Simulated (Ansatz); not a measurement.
# Is this Al₅Co₃Ni₂ structure a true minimum?

It was reached by relaxing an invented guess, and it needn't be the stable form of this composition.

Level of theory: Ansatz, DFT PBE, scalar-relativistic, plane waves, PAW. Cutoff 420 eV; k points 14×14×4 on the computed 10-atom cell (Γ-centred); Gaussian smearing, width 0.10 eV; collinear spin from starting moments 0.0 0.0 0.0 0.0 0.0 0.0 0.3 0.3 0.0 0.0 μB.

The cell below (10 atoms, space group P4/mmm (No. 123)) is relaxed within its symmetry.

```
CELL_PARAMETERS angstrom
2.84559 0.00000 0.00000
0.00000 2.84559 0.00000
0.00000 0.00000 14.58298
ATOMIC_POSITIONS crystal
Al 0.00000 0.00000 0.59855
Al 0.00000 0.00000 0.40145
Al 0.00000 0.00000 0.20402
Al 0.00000 0.00000 0.00000
Al 0.00000 0.00000 0.79598
Co 0.50000 0.50000 0.50000
Co 0.50000 0.50000 0.30307
Co 0.50000 0.50000 0.69693
Ni 0.50000 0.50000 0.10297
Ni 0.50000 0.50000 0.89703
```

For the test it was strained at random (σ = 1.5 % a component), the atoms were moved at random (σ = 0.05 Å), and all was relaxed again on a coarse 8×8×2 mesh (in the run’s order of axes) with 0.20 eV smearing, with no symmetry imposed.

Question: Is the structure stable against such a distortion?

Answer: It returns, within 1 meV/atom of the unmoved cell on that mesh and with the same symmetry when read at 0.1 Å. No instability shows in this cell; modes of other wave vectors, which need another repeat, aren't tested.
